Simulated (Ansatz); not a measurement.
GaN:
```yaml
crystal:
  lattice:
    - [0.00000, 2.27421, 2.27421]
    - [2.27421, 0.00000, 2.27421]
    - [2.27421, 2.27421, 0.00000]
  atoms:
    - { symbol: Ga, position: [0.00000, 0.00000, 0.00000] }
    - { symbol: N, position: [0.25000, 0.25000, 0.25000] }
```

Relaxed with PBE. Special points in fractions of this cell's reciprocal vectors: Γ (0.000, 0.000, 0.000); X (0.500, 0.000, 0.500); U (0.625, 0.250, 0.625); K (0.375, 0.375, 0.750); L (0.500, 0.500, 0.500); W (0.500, 0.250, 0.750).

### Question
List the band energies nearest the valence-band maximum at these points for the program Ansatz at the PBE level (PAW).

### Answer
In eV from the valence-band maximum; about four levels below and three above (degenerate sets whole), none deeper than 8.9 eV; … stands for higher levels left out; points with the same levels are listed once.

```
k              below        above
-  -----------------  -----------
Γ     0.00 0.00 0.00       1.54 …
X  -6.01 -2.61 -2.61  3.35 6.50 …
U  -5.75 -4.11 -2.10  4.95 7.64 …
L  -6.86 -0.94 -0.94  4.45 8.58 …
W  -5.59 -3.57 -3.50  6.16 8.11 …
```

Space group F-43m (zinc blende). The cell was relaxed with PBE under the symmetry of its start. Scalar-relativistic: spin–orbit coupling is off unless named, which matters more the heavier the elements.

Potentials: the later of the program's two PAW sets.
